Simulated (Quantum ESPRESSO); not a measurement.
# Strain and stress in In2AlGaP4

The results below are calculated, not measured. They come from pw.x of Quantum ESPRESSO 7.5, a plane-wave density functional program, with PseudoDojo standard norm-conserving files (v0.5 for PBE, v0.4.1 for LDA and PBEsol). The cells are made up: elements, strain and atom displacements were drawn at random, and nothing was relaxed. There is no spin polarisation, spin-orbit coupling or dispersion term.

The cell has 8 sites of a zincblende or diamond lattice. Sites 1 to 4 hold In Al Ga In; sites 5 to 8 hold P P P P. Cell vectors in Å: (5.611, 0.000, 0.000); (0.000, 5.611, 0.000); (0.000, 0.000, 5.588). Settings: PBE, cutoff 1088 eV, 4 x 4 x 4 k mesh shifted by half a step, Fermi-Dirac smearing of 0.025 eV.

Each run adds a strain along z to one cell, with the atoms carried along; the vectors above are those of run 3. Stress is positive in tension and P is minus a third of its trace. E is the free energy for each atom above the lowest run shown.

| run | strain (%) | s_xx (GPa) | s_yy (GPa) | s_zz (GPa) | s_xy (GPa) | P (GPa) | E (meV/atom) |
| --- | --- | --- | --- | --- | --- | --- | --- |
| 1 | -2.37 | -11.44 | -10.54 | -11.13 | 2.98 | 11.04 | 50.46 |
| 2 | -2.09 | -11.16 | -10.27 | -10.76 | 2.94 | 10.73 | 46.21 |
| 4 | 0.74 | -8.59 | -7.82 | -7.15 | 2.48 | 7.86 | 11.28 |
| 5 | 1.10 | -8.29 | -7.54 | -6.71 | 2.43 | 7.51 | 7.86 |
| 6 | 1.42 | -8.03 | -7.30 | -6.31 | 2.38 | 7.21 | 4.92 |
| 7 | 2.02 | -7.56 | -6.85 | -5.58 | 2.29 | 6.67 | 0.00 |
| 3 | -0.42 | ? | ? | ? | ? | ? | ? |

A rerun of one of these cells at 1377 eV and k mesh 6 x 6 x 6 moved values by no more than 0.008 eV in the cell's energy, 0.02 GPa in stress and 0.002 eV/Å in force.

## Worked fit

A parabola through the six runs shown gives s_zz = -8.08 + 1.26 e - 0.012 e² GPa, with e in per cent and a scatter of 0.01 GPa. The slope is a stiffness of 126 ± 1 GPa for each unit of this strain at e = 0. The atoms are clamped, and relaxing them would in general lower it. The error is the larger of the fit's own and the change that a cubic makes, rounded up.

## Withheld run

Question: what s_zz should run 3 give?

The fit gives -8.61 GPa. The calculation gave -8.61 GPa.

```
run,strain (%),s_xx (GPa),s_yy (GPa),s_zz (GPa),s_xy (GPa),P (GPa),E (meV/atom)
3,-0.42,-9.59,-8.78,-8.61,2.67,8.99,23.91
```